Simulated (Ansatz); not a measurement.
## Is this Ni result the lowest state?

System: Ni, an experimental structure (space group Fm-3m, primitive cell doubled); the cell holds 2 atoms. Source: COD entry 2102302; the sample's temperature and pressure aren't taken into account, and it need not be the stable phase.

Method: DFT, PBE, PAW, plane waves, scalar-relativistic (Ansatz development build ahead of 0.2.0).

```yaml
crystal:
  lattice:
    - [0.0, 1.76775, 1.76775]
    - [3.5355, 0.0, 3.5355]
    - [1.76775, 1.76775, 0.0]
  atoms:
    - { symbol: Ni, position: [0.0, 0.0, 0.0], spin: 2.0 }
    - { symbol: Ni, position: [0.0, 0.5, 0.0], spin: -2.0 }
magnetization:
  spin_polarized: true
hamiltonian:
  xc: pbe
  pseudopotentials: { kind: paw }
basis:
  ecutwfc: 420
kpoints:
  mp_grid: { grid: [12, 6, 12] }
scf:
  occupations: { method: gaussian, width: 0.1 }
  lower_state_search: "off"
output:
  forces: true
  stress: true
```

Wall time and machine: 2.5 s on 2 threads of Arm Neoverse V1, on a shared host, peak memory 0.32 GiB.

The end of the output:

```
SCF converged after 12 iterations
Magnetization: 0.0000 μB (18.0000 up, 18.0000 down)
Absolute magnetization: 0.5905 μB (∫|ρ↑−ρ↓|, with the PAW one-centre terms)
Spin contamination: 0.2145 ħ² per cell (⟨S²⟩ above its minimum at these occupations)
Per-site moments (μB) at R_I (Å): [(0.2874, 1.0312), (-0.2874, 1.0312)]
Free energy (F): -11679.351020 eV
Harris-Foulkes:  -11679.351020 eV  (|F-HF|=1.23e-9)
Internal energy: -11679.322895 eV  (E = F + TS)
E sigma→0 (E₀):  -11679.336958 eV
Entropy (-TS):   -0.028126 eV (-14.063 meV/atom)
Fermi energy:    17.655910 eV
--- Forces (eV/Å), atoms counted from 1 ---
  atom   1  Ni    -0.00000000     0.00000000    -0.00000000
  atom   2  Ni     0.00000000     0.00000000     0.00000000
--- Stress (GPa, compression-positive) ---
       -3.678944      -0.206379       0.206379
       -0.206379      -3.678944      -0.206379
        0.206379      -0.206379      -3.678944
  P = ⅓ Tr σ = -3.6789 GPa (-36.789 kbar)
```

The mesh is too coarse to rank close states of a metal with certainty: differences of some tens of meV/atom may change, at times in sign.

Site moments are taken inside atomic spheres and don't add up to the total.

Question: Would you trust this as the ground state? If a lower solution is known, describe it.

Answer: No, on this mesh. A state 48.4 meV/atom (0.097 eV per cell) lower exists in this cell: ferromagnetic, site moments Ni1 0.74, Ni2 0.74 μB, total 1.39 μB per cell, no gap on the k-mesh. It was reached from: parallel moments, default search for lower states [Ni1 2.00, Ni2 2.00 μB]; a moment on one site alone, plain SCF [Ni2 2.00 μB]. The wrong state matters: the pressure is -2.4 GPa there against -3.7 GPa here. States within about 5 meV/atom are too close for this mesh, smearing and search to settle their order. This multiple of the primitive cell fits some opposed orders; other multiples fit others. Only collinear orders within this cell were tried; the true ground state may need a larger cell.
